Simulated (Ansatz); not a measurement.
The cell below belongs to a search over invented structures; it isn't taken from experiment.

Input and command of a plane-wave DFT calculation in Ansatz:

```yaml
crystal:
  lattice:
    - [-1.6028632977, 2.3109722931, 4.8940841789]
    - [1.6028632977, -2.3109722931, 4.8940841789]
    - [1.6028632977, 2.3109722931, -4.8940841789]
  atoms:
    - { symbol: Hf, position: [0.343954244, 0.843954244, 0.5] }
    - { symbol: Hf, position: [0.656045756, 0.156045756, 0.5] }
    - { symbol: Hf, position: [0.0, 0.5, 0.5] }
    - { symbol: H, position: [0.0770713925, 0.3321552579, 0.7449161346] }
    - { symbol: H, position: [0.9229286075, 0.6678447421, 0.2550838654] }
    - { symbol: H, position: [0.5872391233, 0.3321552579, 0.2550838654] }
    - { symbol: H, position: [0.4127608767, 0.6678447421, 0.7449161346] }
basis:
  ecutwfc: 420
kpoints:
  mp_grid: { grid: [12, 12, 12] }
hamiltonian:
  xc: pbe
scf:
  occupations: { method: gaussian, width: 0.1 }
output:
  forces: true
  stress: true
  eigenvalues: true
relax:
  adjacent_minimum: "off"
  f_tol: 0.01
  max_steps: 30
  cell: { stress_tol: 0.1, fix: [volume] }
```

```bash
ansatz run input.yaml --threads 1 --pin off --max-ram 2560MiB --backend cpu --events-out ev --progress --plain --runs-dir out
```

Processor: Arm Neoverse V1, 1 thread, on a host shared with other jobs.

Problem. Estimate time, memory and problem size.

Solution. About 5.9 min, peak memory 0.9 GiB. It solves 50 bands at 280 k points (after reduction by symmetry) with about 1423 plane waves, in 37 SCF iterations over 5 ionic steps.
